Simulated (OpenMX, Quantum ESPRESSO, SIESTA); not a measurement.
**Ru: 3 runs at one level of theory**

```
Ru
1.0
     2.70580    0.00000    0.00000
    -1.35290    2.34329    0.00000
     0.00000    0.00000   23.56380
Ru
5
Direct
  0.33333 0.66667 0.31828
  0.66667 0.33333 0.40914
  0.33333 0.66667 0.50000
  0.66667 0.33333 0.59086
  0.33333 0.66667 0.68172
```

Alike in all runs: functional PBE; k mesh 11 × 11 × 1; occupations fermi-dirac, width 0.05 eV; no spin polarisation; no spin-orbit coupling.

```json
{"program and potentials": "SIESTA, files PseudoDojo sr-pbe-0.4.1-standard, DZP (energy shift 0.003 Ry; two zetas on semicore shells)", "plane-wave cutoff (eV)": "-", "notes": "atomic basis; 16 valence electrons an atom on average", "largest force (eV/Å)": "0.629"}
{"program and potentials": "OpenMX, OpenMX 2013 PBE set, Ru7.0-s3p2d2, grid cutoff 400 Ry", "plane-wave cutoff (eV)": "-", "notes": "atomic basis; 14 valence electrons an atom on average", "largest force (eV/Å)": "0.672"}
{"program and potentials": "Quantum ESPRESSO, PseudoDojo 0.4.1 SR PBE standard", "plane-wave cutoff (eV)": "1143", "notes": "16 valence electrons an atom on average", "largest force (eV/Å)": "0.753"}
```

Force on atom 4 (Ru), eV/Å:

```
                                                                                   program and potentials      x      y      z
SIESTA, files PseudoDojo sr-pbe-0.4.1-standard, DZP (energy shift 0.003 Ry; two zetas on semicore shells)  0.000  0.000  0.629
                                            OpenMX, OpenMX 2013 PBE set, Ru7.0-s3p2d2, grid cutoff 400 Ry  0.002  0.012  0.672
                                                       Quantum ESPRESSO, PseudoDojo 0.4.1 SR PBE standard  0.000  0.000  0.753
```

The atoms of the given cell lie far from their minimum at this level. Rows in atomic bases carry the error of their basis and grid, which can be large.

Differences between rows come from potentials, basis sets and numerical settings, since the functional is the same but for its coding. Runs on potential files found faulty are left out.
